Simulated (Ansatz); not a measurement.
Here is the system:

NbAs:
```
NbAs
1.0
    3.21748     0.00000     0.00000
    0.00000     3.21748     0.00000
    0.00000     0.00000     3.21748
Nb As
1 1
Direct
  0.00000   0.00000   0.00000
  0.50000   0.50000   0.50000
```

This is the PBE-relaxed structure.

All from plane-wave PAW PBE (Ansatz code), unless another level is named. Estimate the electronic character.

metallic (no gap).

Give the formation energy from the elements (no fitted shifts).

-41 kJ/mol of atoms.

Next, the density of states at the Fermi level?

0.61 states/eV per atom (mean over ±0.08 eV).

Space group Pm-3m (CsCl type). A made-up cell: these elements were put on the sites of a structure type; neither database checked (COD, Materials Project) lists it. COD files the formula under space group No. 109, so this cell is another polymorph or a model. Its standing as an ambient phase is unchecked. Symmetry was held in the PBE relaxation; whether a distortion lowers the energy is not shown. No spin polarisation was allowed. The references are the lowest solids computed at this level, not always the standard phases. Spin–orbit coupling is left out wherever it is not named.

Potentials: the later of the program's two PAW sets.
